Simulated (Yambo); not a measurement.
Material: AlP (wurtzite, space group P6_3mc, No. 186) under biaxial strain of -1 % along x and y, z relaxed; a = 3.8226 Å, b = 3.8226 Å, c = 6.3678 Å, α = 90.00°, β = 90.00°, γ = 120.00° (4 atoms in the cell). The PBEsol cell relaxed from Materials Project entry mp-8880 was given a biaxial strain of -1 % along x and y, z relaxed, and the atoms were relaxed again.

With PBEsol (Quantum ESPRESSO, PseudoDojo norm-conserving, 44 Ry, no spin-orbit coupling), the gap between the mesh's edge points (Γ → M) is 1.839 eV.

**Question.** Estimate the G0W0 gap between the same points from Yambo (6×6×2 Γ-centred k mesh, 179 bands and a 10 Ry block in the screening, 179 bands in G with the Bruneval-Gonze terminator, plasmon pole fitted at 27.2 eV).

**Answer.** The correction is 0.996 eV, giving 2.835 eV, 1.5 times the PBEsol value.  Convergence of the G0W0 settings was not tested. 

This is not the ordinary phase of the substance; no match was found in the copy of COD used, and its stability was not checked.
